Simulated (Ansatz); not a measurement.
LuP (rock salt, space group No. 225), r²SCAN in the plane-wave PAW code Ansatz, all energies at zero smearing, with the estimated change up to a 700 eV cutoff added, with one set of potentials and settings (totals compare only within such a set). Cell of 2 atoms (1 Lu, 1 P): -15506.477 eV.

```json
[
 {"element": "Lu", "reference phase": "P6_3/mmc, 2 atoms in the cell", "E (eV/atom)": "-14743.6978"},
 {"element": "P", "reference phase": "Cmce, 4 atoms in the cell", "E (eV/atom)": "-759.1646"}
]
```

Formation energy per atom, worked out: (-15506.477 − 1×(-14743.6978) − 1×(-759.1646))/2 = -1.807 eV/atom (-174 kJ per mol of atoms), at 0 K, without zero-point energy or fitted corrections.

Space group Fm-3m (rock salt). The first step of the workflow began from a Materials Project structure, measured or hypothetical; the Crystallography Open Database copy checked does not list it. Its standing as an ambient phase is unchecked. The r²SCAN relaxation kept the symmetry of its start; whether a distortion lowers the energy is not shown. The references are the lowest solids computed at this level, not always the standard phases. Spin–orbit coupling is left out wherever it is not named.

Potentials: the later of the program's two PAW sets.
